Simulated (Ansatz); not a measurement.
Values for one crystal, relaxed and computed with DFT-PBE in the program Ansatz with PAW potentials; other levels are named.

* **Volume per atom**: 22.12 Å³
* **Band gap**: 0.62 eV (indirect)
* **Pressure derivative B′**: 5.4
* **Hole effective mass with spin–orbit coupling**: 0.92, 1.6, 1.6 mₑ (principal values)
* **Electron effective mass**: 0.10, 0.23, 0.23 mₑ (principal values)
* **Formation energy from the elements (no fitted shifts)**: -0.82 eV/atom
* **Conduction-band minimum**: at Γ

Task: Which of these materials gives this?
(A) HfGeS4, I4_1/amd (Hf on 4a, Ge on 4b, S on 16h)
(B) ZnS, P4_2/mnm (Zn on 4g, S on 4f)
(C) MgS, rock salt
(D) SiGeC2, P-4m2 (Si on 1a, C on 2g, Ge on 1c)

Result: A, HfGeS4, I4_1/amd (Hf on 4a, Ge on 4b, S on 16h)

The start of the workflow was typed in or built on a structure type; neither database checked (COD, Materials Project) lists it. Whether it is the stable phase at ambient conditions was not checked. Symmetry was held in the PBE relaxation; its stability against distortions is not shown here. The run is not spin-polarised. The references are the lowest solids computed at this level, not always the standard phases. Spin–orbit coupling is left out wherever it is not named.

Potentials: the earlier of the program's two PAW sets.
